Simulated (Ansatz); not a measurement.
Bi₂S₃ in space group Pnma (No. 62; Pearson symbol oP20) at seven volumes, PBE+D3(BJ) in the plane-wave PAW code Ansatz, shape and atoms relaxed at each. One row is withheld.

```tsv
V (Å³/atom)	P (GPa)
22.107	5.52
22.836	3.22
23.565	1.40
24.294	0.00
25.022	?
25.751	-1.74
26.480	-2.23
```

Q: Fit the shown pressures and predict the withheld one.

A: Third-order Birch–Murnaghan: P = (3/2)B₀(x^(7/2) − x^(5/2))[1 + (3/4)(B′ − 4)(x − 1)] with x = (V₀/V)^(2/3). Least squares on the six rows gives V₀ = 24.310 Å³/atom, B₀ = 38.97 GPa, B′ = 8.83. At V = 25.022, x = 0.9809 and P = -0.99 GPa. The run itself gave -1.03 GPa.

Symmetry was held in the PBE+D3(BJ) relaxation. Spin–orbit coupling is left out wherever it is not named.

Potentials: the later of the program's two PAW sets.
